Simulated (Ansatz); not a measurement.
# W: reading a single point

```
W
1.0
    -1.61749    1.61749    1.61749
     1.61749   -1.61749    1.61749
     1.61749    1.61749   -1.61749
W
1
Direct
  0.00000 0.00000 0.00000
```

Level: r2SCAN, no spin polarisation; 500 eV; 14×14×14 Γ-centred mesh; fermi-dirac occupations (width 0.1 eV); Ansatz 0.2.0, fixed geometry.

(1) What do density and ELF say about some of the short contacts?

(2) Metal or insulator?

(3) What does the stress say?

Origin: a database entry at a rescaled volume. Caveats: atoms or cell far from equilibrium.

Results:

(1) W–W at 2.80 Å: least valence density 0.38 e/Å³ and ELF 0.39 there. Both are smooth PAW fields, read partly inside the augmentation spheres.

(2) It is a metal, with about 0.36 states/eV a cell as the mean within 0.25 eV of the Fermi level, mostly W d (90 %).

(3) The pressure is -17.3 GPa (compression positive), so with the atoms held at these fractions the cell would first shrink.
